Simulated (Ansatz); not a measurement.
## Data sheet: ZnCu₂SiTe₄ (DFT)

ZnCu2SiTe4:
```yaml
crystal:
  lattice:
    - [-2.98907, 2.98907, 5.95020]
    - [2.98907, -2.98907, 5.95020]
    - [2.98907, 2.98907, -5.95020]
  atoms:
    - { symbol: Zn, position: [0.00000, 0.00000, 0.00000] }
    - { symbol: Si, position: [0.50000, 0.50000, 0.00000] }
    - { symbol: Cu, position: [0.75000, 0.25000, 0.50000] }
    - { symbol: Cu, position: [0.25000, 0.75000, 0.50000] }
    - { symbol: Te, position: [0.38774, 0.87134, 0.00000] }
    - { symbol: Te, position: [0.12866, 0.12866, 0.51640] }
    - { symbol: Te, position: [0.87134, 0.38774, 0.00000] }
    - { symbol: Te, position: [0.61226, 0.61226, 0.48360] }
```

Space group I-42m (No. 121); conventional cell a = b = 5.978 Å, c = 11.900 Å, α = β = γ = 90.00°.

Method: r²SCAN (plane waves, PAW; program Ansatz). Structure relaxed to zero pressure with the same functional. Other levels are named where they apply.

### Cell and energy

```json
{
  "volume_per_atom": "26.58 Å³",
  "density": "5.71 g/cm³",
  "Formation energy from the elements (no fitted shifts)": "-0.23 eV/atom"
}
```

### Electronic structure

```json
{
  "band_gap": "0.50 eV (indirect)",
  "valence_band_maximum": "at Γ",
  "conduction_band_minimum": "at X (2 equivalent valleys)",
  "smallest_direct_gap_on_the_standard_path": "0.58 eV",
  "electron_effective_mass": "0.15, 0.26, 0.26 mₑ (principal values)",
  "Hole effective mass, band 1 of 2 at the edge": "0.45 along x, 0.37 along z (mₑ)",
  "Hole effective mass, band 2 of 2 at the edge": "0.094 along x, 0.37 along z (mₑ)",
  "Gap with spin–orbit coupling": "0.33 eV (the band order may be inverted)"
}
```

### Mechanics

```json
{
  "Bulk modulus (Birch–Murnaghan fit)": "56.6 GPa",
  "Pressure derivative B′": "4.8"
}
```

### Charges

```json
{
  "bader_charges": "Zn +0.58, Si +0.77, Cu +0.20, Te -0.44 e"
}
```

The workflow started from a Materials Project entry (that database holds measured and hypothetical structures alike); the Crystallography Open Database copy checked does not list it. Its standing as an ambient phase is unchecked. The r²SCAN relaxation kept the symmetry of its start; whether a distortion lowers the energy is not shown. No spin polarisation was allowed. The references are the lowest solids computed at this level, not always the standard phases. Scalar-relativistic: spin–orbit coupling is off unless named, which matters more the heavier the elements.

Potentials: the later of the program's two PAW sets.
